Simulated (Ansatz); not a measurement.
Ge, DFT, PBEsol, all-electron LAPW, scalar-relativistic (Ansatz 0.2.0), run on 1 thread of Arm Neoverse V1 on a shared host.

The cell is a measured one (Crystallography Open Database entry 9011050); the temperature and pressure of the measurement aren't taken into account, and nothing was relaxed. The listed cell was then made from it by scaling, straining or moving an atom.

Command: `ansatz run input.yaml --threads 1 --pin off --max-ram 3072MiB --backend cpu --events-out ev --progress --plain --runs-dir out`

```yaml
crystal:
  lattice:
    - [-0.0282877, 2.81462615, 2.81462615]
    - [2.81462615, -0.0282877, 2.81462615]
    - [2.81462615, 2.81462615, -0.0282877]
  atoms:
    - { symbol: Ge, position: [0.5, 0.5, 0.5] }
    - { symbol: Ge, position: [0.75, 0.75, 0.75] }
kpoints:
  mp_grid: { grid: [11, 11, 11] }
  band_path:
    path:
      - [0.0, 0.0, 0.0]
      - [0.5, 0.5, 0.5]
      - [0.2525443832, 0.5, 0.7474556168]
      - [-0.2525443832, 0.2525443832, 0.5]
      - [0.0, 0.0, 0.5]
      - [0.0, 0.0, 0.0]
      - [-0.3762721916, 0.0, 0.3762721916]
      - [0.0, 0.3762721916, 0.6237278084]
      - [0.0, 0.5, 0.5]
    npoints: 5
scf:
  occupations: { method: fermi_dirac, width: 0.05 }
hamiltonian:
  xc: pbesol
  pseudopotentials: { kind: all_electron, lapw: { basis_error: 0.0005 } }
output:
  forces: true
  stress: true
  eigenvalues: true
```

**Question.** How large is the problem that the program sets up?

**Answer.** 146 irreducible k-points, 675 plane waves at Γ, 27 bands.

**Question.** Estimate the wall time and the peak memory.

**Answer.** 55 s of wall time for 6 SCF iterations, with a peak of 0.64 GiB. Times on shared machines scatter by tens of per cent.
